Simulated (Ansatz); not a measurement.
AgPt:
```yaml
crystal:
  lattice:
    - [2.74691, 0.00000, 0.00000]
    - [0.00000, 2.74691, 0.00000]
    - [0.00000, 0.00000, 4.16935]
  atoms:
    - { symbol: Ag, position: [0.00000, 0.00000, 0.00000] }
    - { symbol: Pt, position: [0.50000, 0.50000, 0.50000] }
```

Relaxed with PBEsol. Special points in fractions of this cell's reciprocal vectors: Γ (0.000, 0.000, 0.000); X (0.000, 0.500, 0.000); M (0.500, 0.500, 0.000); Z (0.000, 0.000, 0.500); R (0.000, 0.500, 0.500); A (0.500, 0.500, 0.500).

Problem. List the band energies nearest the Fermi level at these points for plane-wave PAW PBEsol with spin–orbit coupling (Ansatz code).

Solution. In eV from the Fermi level; about four levels below and three above (degenerate sets whole), none deeper than 8.9 eV; points with the same levels are listed once.

```json
[
 {"k": "Γ", "below": "-0.51 -0.51 -0.34 -0.34", "above": "0.46 0.46 1.14 1.14"},
 {"k": "X", "below": "-1.83 -1.83 -0.68 -0.68", "above": "0.35 0.35 2.67 2.67"},
 {"k": "M", "below": "-0.82 -0.82 -0.07 -0.07", "above": "1.39 1.39 2.05 2.05"},
 {"k": "Z", "below": "-1.23 -1.23 -1.03 -1.03", "above": "0.15 0.15 14.72 14.72"},
 {"k": "R", "below": "-0.49 -0.49 -0.44 -0.44", "above": "0.09 0.09 0.15 0.15"},
 {"k": "A", "below": "-2.00 -2.00 -1.25 -1.25", "above": "1.33 1.33 6.06 6.06"}
]
```

Space group P4/mmm (L1₀ or tetragonal B2). The start of the workflow was typed in or built on a structure type; neither database checked (COD, Materials Project) lists it. Whether it is the stable phase at ambient conditions was not checked. The PBEsol relaxation kept the symmetry of its start; whether a distortion lowers the energy is not shown. The run is not spin-polarised.

Potentials: the earlier of the program's two PAW sets. The files were generated under PBE; for other functionals the program regenerates the frozen cores, and for LDA and PBEsol the local potential too.
